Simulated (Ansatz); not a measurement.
Relaxed-ion elastic tensor of Ti₂O₃ (corundum, R-3c) in GPa (Voigt order), the program Ansatz at the r²SCAN level (PAW); density 4.63 g/cm³, 10.31 Å³ per atom.

```
      1    2    3     4     5     6
-  ----  ---  ---  ----  ----  ----
1   358  163  184  -7.2   0.0   0.0
2   163  358  184   7.2   0.0   0.0
3   184  184  316   0.0   0.0   0.0
4  -7.2  7.2  0.0   109   0.0   0.0
5   0.0  0.0  0.0   0.0   109  -7.2
6   0.0  0.0  0.0   0.0  -7.2  97.4
```

### Question
Is the crystal mechanically stable?

### Answer
Yes: the smallest eigenvalue of C is 94.0 GPa.

### Question
Work out the Voigt, Reuss and Hill averages.

### Answer
K_V = 233, K_R = 232, K_H = 233; G_V = 96.6, G_R = 93.6, G_H = 95.1 GPa.

### Question
Give Young's modulus, Poisson's ratio, Pugh's ratio and the universal anisotropy index.

### Answer
E = 9KG/(3K + G) = 251 GPa; ν = 0.32; K/G = 2.45 (ductile by the Pugh limit of 1.75); A_U = 5G_V/G_R + K_V/K_R − 6 = 0.16.

### Question
Estimate the sound speeds and the Debye temperature.

### Answer
v_l = √((K + 4G/3)/ρ) = 8810 m/s, v_t = √(G/ρ) = 4530 m/s, mean 5080 m/s; Θ = (h/k)(3n/4πV)^(1/3) v_m = 694 K.

### Question
Solve the Christoffel equation for the three sound speeds along x, y, z.

### Answer
Eigenvalues of C_ijkl n_j n_l equal ρv². In km/s, slowest first: x 4.51, 4.94, 8.79; y 4.59, 4.86, 8.79; z 4.86, 4.86, 8.27.

### Question
How much does each axis shrink under pressure?

### Answer
Linear compressibilities β_i = Σ_j S_ij (j = 1 to 3): x 1.4, y 1.4, z 1.6 per TPa.

The workflow started from a Materials Project entry (that database holds measured and hypothetical structures alike); the Crystallography Open Database files this formula in space group No. 167, but the cells were not matched. Whether it is the stable phase at ambient conditions was not checked. Symmetry was held in the r²SCAN relaxation; of distortions, only those at the zone centre were tested. No spin polarisation was allowed. As this level gives no gap, shear constants depend on the k-mesh and smearing (Fermi–Dirac, 0.1 eV here). On the denser mesh and wider smearing of the elastic run this cell carries a stress of 0.7 GPa.

Potentials: the later of the program's two PAW sets.
